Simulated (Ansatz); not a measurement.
Density of states of a Mg$_{5}$Be$_{4}$ZnTe$_{8}$Se$_{2}$ cell (elements on a zinc blende lattice, relaxed), per eV and atom, broadened by Gaussian smearing of width 0.1 eV and averaged over bins of 0.4 eV, from 8 eV under the Fermi level at most up to where the solved bands end.

The calculation used DFT PBE, scalar-relativistic, plane waves, PAW (Ansatz).

Cutoff 420 eV; k points 4×4×2 on the computed 20-atom cell (Γ-centred); Gaussian smearing, width 0.02 eV; no spin polarisation.

```yaml
crystal:
  lattice:
    - [2.97028, 2.99838, 5.90325]
    - [-2.99783, -2.96923, 5.90243]
    - [9.25809, -6.27301, 2.91631]
  atoms:
    - { symbol: Be, position: [0.39873, 0.00533, 0.21431] }
    - { symbol: Be, position: [0.30207, 0.48865, 0.37468] }
    - { symbol: Be, position: [0.80125, 0.98816, 0.37628] }
    - { symbol: Be, position: [0.89763, 0.50488, 0.21762] }
    - { symbol: Mg, position: [0.20152, 0.99106, 0.58033] }
    - { symbol: Mg, position: [0.10025, 0.49608, 0.79707] }
    - { symbol: Mg, position: [0.60038, 0.99825, 0.79580] }
    - { symbol: Mg, position: [0.97531, 0.99385, 0.04055] }
    - { symbol: Mg, position: [0.47749, 0.49254, 0.03155] }
    - { symbol: Zn, position: [0.71037, 0.49698, 0.57546] }
    - { symbol: Se, position: [0.74470, 0.85896, 0.22570] }
    - { symbol: Se, position: [0.25010, 0.35771, 0.22244] }
    - { symbol: Te, position: [0.60654, 0.88127, 0.57061] }
    - { symbol: Te, position: [0.50052, 0.39705, 0.79454] }
    - { symbol: Te, position: [0.99134, 0.89415, 0.80921] }
    - { symbol: Te, position: [0.38348, 0.89508, 0.02532] }
    - { symbol: Te, position: [0.67141, 0.35987, 0.37964] }
    - { symbol: Te, position: [0.17149, 0.85656, 0.37119] }
    - { symbol: Te, position: [0.09742, 0.39134, 0.56997] }
    - { symbol: Te, position: [0.88171, 0.39494, 0.02866] }
```

```
E − E_F (eV) total Te 5p Se 4p Zn 3d Mg 3s
       -7.45  1.209  0.025  0.001  1.171  0.002
       -7.05  0.041  0.001  0.000  0.040  0.000
       -6.65  0.000  0.000  0.000  0.000  0.000
       -6.25  0.000  0.000  0.000  0.000  0.000
       -5.85  0.051  0.021  0.017  0.000  0.001
       -5.45  0.619  0.276  0.160  0.002  0.012
       -5.05  0.396  0.187  0.094  0.001  0.020
       -4.65  0.556  0.298  0.127  0.002  0.079
       -4.25  0.540  0.326  0.096  0.002  0.074
       -3.85  0.676  0.390  0.186  0.002  0.043
       -3.45  0.704  0.441  0.177  0.002  0.029
       -3.05  0.697  0.504  0.120  0.002  0.019
       -2.65  0.912  0.710  0.120  0.003  0.016
       -2.25  0.929  0.762  0.095  0.003  0.009
       -1.85  0.845  0.724  0.063  0.003  0.006
       -1.45  0.478  0.417  0.033  0.003  0.002
       -1.05  0.089  0.081  0.004  0.001  0.000
       -0.65  0.008  0.007  0.000  0.000  0.000
       -0.25  0.000  0.000  0.000  0.000  0.000
        0.15  0.000  0.000  0.000  0.000  0.000
        0.55  0.001  0.000  0.000  0.000  0.000
        0.95  0.026  0.002  0.000  0.000  0.004
        1.35  0.142  0.015  0.003  0.000  0.018
        1.75  0.377  0.047  0.007  0.000  0.048
```

The columns after the total are the largest Löwdin projections on the valence shells of the potentials, so they needn't add up, and the weight of a shell that a potential lacks goes to other orbitals. The cell has a gap on the mesh of 1.66 eV.

Spin-orbit coupling is left out, which matters for the bands of heavy elements.

Cost: 2 runs of about 10 core-minutes in all (earlier runs that led there not counted), on Arm Neoverse V1 (shared hosts).